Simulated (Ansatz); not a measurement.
In DFT-r²SCAN in the program Ansatz with PAW potentials, Li$_{4}$Nb$_{6}$O$_{18}$Zn in the trigonal phase (P3; Pearson symbol hP29) relaxes to a = 5.163 Å, c = 13.894 Å. Against the elements it lies at -2.70 eV/atom, with no fitted shifts.

It is gapped at this level: 3.60 eV (indirect). HSE06 on the same cell gives 4.62 eV. Electrons at the band edge weigh 1.2, 2.1, 2.5 mₑ (principal values).

Perturbation theory gives ε∞ = 5.20 (xx = yy), 4.94 (zz). Born charges are Li +1.11 to +1.13, Nb +6.39 to +7.49, O -2.84 to -2.69, Zn +2.54 e. Bader charges are Li +0.91, Nb +2.83 to +2.90, O -1.27 to -1.17, Zn +1.39 e.

The start of the workflow was typed in or built on a structure type; neither database checked (COD, Materials Project) lists it. Its standing as an ambient phase is unchecked. The cell was relaxed with r²SCAN under the symmetry of its start; whether a distortion lowers the energy is not shown. The run is not spin-polarised. The references are the lowest solids computed at this level, not always the standard phases (solids in place of the gases). Spin–orbit coupling is left out wherever it is not named.

Potentials: the later of the program's two PAW sets.
